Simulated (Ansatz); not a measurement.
Total density of states per atom from the program Ansatz at the LDA level (PAW), in 0.25 eV bins, energy from the Fermi level:

```
E (eV) | states/eV/atom
    -7.85 | # 0.09
    -7.60 | ## 0.10
    -7.35 | ## 0.13
    -7.10 | ## 0.16
    -6.85 | #### 0.24
    -6.60 | ######## 0.52
    -6.35 | ######## 0.50
    -6.10 | ####### 0.50
    -5.85 | ########### 0.71
    -5.60 | #################### 1.31
    -5.35 | #################### 1.36
    -5.10 | #################### 1.29
    -4.85 | #################### 1.35
    -4.60 | ################# 1.11
    -4.35 | ############ 0.82
    -4.10 | ################ 1.05
    -3.85 | ################# 1.15
    -3.60 | ################ 1.09
    -3.35 | ################ 1.10
    -3.10 | ##################### 1.40
    -2.85 | ################# 1.11
    -2.60 | ################ 1.06
    -2.35 | ##################### 1.41
    -2.10 | ############################## 1.99
    -1.85 | ####################### 1.53
    -1.60 | ################## 1.19
    -1.35 | ################## 1.21
    -1.10 | ####################### 1.51
    -0.85 | ############### 1.00
    -0.60 | ############## 0.90
    -0.35 | ################# 1.15
    -0.10 | ############ 0.79
     0.15 | ######## 0.54
     0.40 | ###### 0.39
     0.65 | ##### 0.34
     0.90 | ####### 0.44
     1.15 | ######## 0.52
     1.40 | ###### 0.39
     1.65 | ### 0.19
     1.90 | ## 0.13
     2.15 | ### 0.20
     2.40 | ########## 0.66
     2.65 | ###################### 1.49
     2.90 | ################### 1.26
     3.15 | ################# 1.10
     3.40 | ######################### 1.64
     3.65 | ################ 1.08
     3.90 | ###### 0.40
     4.15 | ##### 0.35
     4.40 | ###### 0.39
     4.65 | ###### 0.39
```

Which compound is it?
(A) ZrOs, CsCl type
(B) ZrB2, P6/mmm (Zr on 1a, B on 2d)
(C) TiS2, CdI2 type
(D) ZrIr3, Cu3Au type

D, ZrIr3, Cu3Au type. Within 0.5 eV of the Fermi level: Ir 5d 72 %, Zr 4d 13 %, Zr 5s 6 %, outside the projected shells 5 %. Projections are on Löwdin-orthogonalised atomic valence shells; empty p or d shells of many metals are not among them.

Space group Pm-3m (Cu3Au type). The first step of the workflow began from a Materials Project structure, measured or hypothetical; the Crystallography Open Database files this formula in space group No. 221, but the cells were not matched. Whether it is the stable phase at ambient conditions was not checked. The LDA relaxation kept the symmetry of its start; of distortions, only those at the zone centre were tested. No spin polarisation was allowed. Spin–orbit coupling is left out wherever it is not named.

Potentials: the later of the program's two PAW sets.
